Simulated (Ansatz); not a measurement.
Sr4P2O:
```
Sr4P2O
1.0
   -2.38008     2.38008     7.90942
    2.38008    -2.38008     7.90942
    2.38008     2.38008    -7.90942
Sr P O
4 2 1
Direct
  0.67508   0.67508   0.00000
  0.32492   0.32492   0.00000
  0.50000   0.00000   0.50000
  0.00000   0.50000   0.50000
  0.86505   0.86505   0.00000
  0.13495   0.13495   0.00000
  0.50000   0.50000   0.00000
```

Plane-wave PAW PBEsol (Ansatz code) gives a gap of 1.10 eV without spin–orbit coupling, maximum on the Γ–X line, 6 % of the way from Γ, minimum at M.

**Question.** What happens when spin–orbit coupling is switched on?

**Answer.** The gap drops by 0.01 eV, to 1.09 eV; maximum at Γ, minimum at M.

**Question.** Give the electron effective mass with spin–orbit coupling.

**Answer.** 0.20, 0.20, 0.85 mₑ (principal values).

**Question.** Give the hole effective mass with spin–orbit coupling.

**Answer.** 0.22, 2.6, 2.6 mₑ (principal values).

Space group I4/mmm. The workflow started from a Materials Project entry (that database holds measured and hypothetical structures alike); the Crystallography Open Database copy checked does not list it. Its standing as an ambient phase is unchecked. The cell was relaxed with PBEsol under the symmetry of its start; its stability against distortions is not shown here.

Potentials: the earlier of the program's two PAW sets. The files were generated under PBE; for other functionals the program regenerates the frozen cores, and for LDA and PBEsol the local potential too.
